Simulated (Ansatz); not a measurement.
**Bands of PbO**

```xyz
4
Lattice="3.9744 0.0000 0.0000 0.0000 3.9744 0.0000 0.0000 0.0000 5.0220" Properties=species:S:1:pos:R:3 pbc="T T T"
Pb    0.0000    1.9872    1.1807
Pb    1.9872    0.0000    3.8413
O     0.0000    0.0000    0.0000
O     1.9872    1.9872    0.0000
```

Atom numbers follow the list: Pb1, Pb2, O3, O4.

Structure: COD 9012700, as refined from experiment and not relaxed.

No spin–orbit coupling, which matters for the heavy atoms here.

Computed with DFT, PBE, all-electron LAPW, scalar-relativistic in Ansatz 0.2.0.

Sampling and basis: a Γ-centred 8×8×6 k mesh, Fermi–Dirac smearing of 0.03 eV, basis error target 0.5 meV/atom, no spin polarisation.

Points in fractions of the reciprocal vectors of this cell: Γ (0, 0, 0), X (0, 0.5, 0), M (0.5, 0.5, 0), Z (0, 0, 0.5), R (0, 0.5, 0.5), A (0.5, 0.5, 0.5). The path joins them by straight lines in the order Γ–X–M–Γ–Z–R–A–Z–X; legs that retrace an earlier one aren't tabulated. Energies are in eV from the top of the valence band.

(1) Is there a gap, and where are the band edges?

(2) List the levels between -5 and 5 eV at the symmetry points.

Results:

(1) 1.24 eV, indirect from the line M (0.5, 0.5, 0)–Γ to M (0.5, 0.5, 0).

(2) 
Γ: -4.33 (×2), -1.74, -1.72 (×2), -0.01, 2.38
X: -3.24 (×2), -3.06 (×2), -1.68 (×2), 3.40 (×2)
M: -3.48 (×2), -1.67 (×2), -1.09 (×2), 1.24 (×2)
Z: -4.35, -4.17 (×2), -1.78, -1.74 (×2), -0.97, 1.97, 4.05 (×2), 4.27
R: -3.72 (×2), -3.03 (×2), -1.02 (×2), 3.08 (×2)
A: -3.92 (×2), -2.24 (×2), -1.09 (×2), 3.47 (×2), 4.74 (×2)
